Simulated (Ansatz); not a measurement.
Bi (diamond, Fd-3m) at seven volumes, r²SCAN (plane waves, PAW; program Ansatz), scaled uniformly. One row is withheld.

```tsv
V (Å³/atom)	P (GPa)
43.071	3.67
44.490	2.24
45.910	?
47.330	0.00
48.750	-0.87
50.170	-1.62
51.590	-2.25
```

Problem. Fit the shown pressures and predict the withheld one.

Solution. P = (3/2)B₀(x^(7/2) − x^(5/2))[1 + (3/4)(B′ − 4)(x − 1)] with x = (V₀/V)^(2/3). Least squares on the six rows gives V₀ = 47.331 Å³/atom, B₀ = 31.6 GPa, B′ = 4.41. At V = 45.910, x = 1.0205 and P = 1.03 GPa. The run itself gave 1.03 GPa.

The start of the workflow was typed in or built on a structure type; neither database checked (COD, Materials Project) lists it. It is not the phase usual at ambient conditions (space group No. 166). The cell was relaxed with r²SCAN under the symmetry of its start. At this level the phase is mechanically unstable. Scalar-relativistic: spin–orbit coupling is off unless named, which matters more the heavier the elements.

Potentials: the earlier of the program's two PAW sets.
